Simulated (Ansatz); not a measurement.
The calculation used DFT PBE, scalar-relativistic, plane waves, PAW in Ansatz. All cells share a 420 eV cutoff and Γ-centred k meshes spaced at most about 0.3 Å⁻¹ (about 0.25 or finer for metals, 2π included). No spin polarisation in the final relaxations.

Temperature and zero-point effects are left out.

Compare these two cells of MgCd2TeSe2, each relaxed at this level.

A.

```
Mg Cd Te Se
1.0
     3.96189    0.00000    0.00000
     0.00000    3.96189    0.00000
     0.00000    0.00000   12.29308
Mg Cd Te Se
1 2 1 2
Direct
  0.50000 0.50000 0.50000
  0.00000 0.00000 0.24752
  0.00000 0.00000 0.75248
  0.00000 0.00000 0.00000
  0.50000 0.50000 0.00000
  0.00000 0.00000 0.50000
```

B.

```
Mg Cd Te Se
1.0
     5.65767    0.00000    0.00000
     0.00000    5.65767    0.00000
     0.00000    0.00000    5.67215
Mg Cd Te Se
1 2 1 2
Direct
  0.50000 0.50000 0.50000
  0.00000 0.00000 0.25731
  0.00000 0.00000 0.74269
  0.50000 0.50000 0.00000
  0.00000 0.50000 0.00000
  0.50000 0.00000 0.00000
```

Problem. Which is lower in energy, and by how much?

Solution. A is lower, by 48 meV/atom. A has space group P4/mmm (No. 123), 32.2 Å³/atom and no gap on its mesh; B has space group P4/mmm (No. 123), 30.3 Å³/atom and no gap. The shortest distance is 2.80 Å (Mg–Se and Te–Se) in A and 2.75 Å (Cd–Cd) in B. The lower one is the more open, so pressure narrows the difference. In A, Mg is surrounded by 4 Se at 2.80 Å; Cd has 1 Te at 3.04 Å and 1 Se at 3.10 Å; Te has 4 Se at 2.80 Å and 2 Cd at 3.04 Å; Se on its first site is surrounded by 4 Te at 2.80 Å; 1 more site not described. In B, Mg has 2 Te at 2.84 Å; Cd is surrounded by 1 Cd at 2.75 Å, 1 Cd at 2.92 Å and 4 Se at 3.18 Å; around Te lie 4 Se at 2.83 Å and 2 Mg at 2.84 Å; around Se lie 2 Te at 2.83 Å and 4 Cd at 3.18 Å. Both come from invented guesses. A third cell relaxed alike, in P-3m1, lies 0.58 eV/atom below the lower of the two.

These runs have no spin–orbit coupling, which can matter for Te. Cells relaxed within their symmetry can be saddle points.
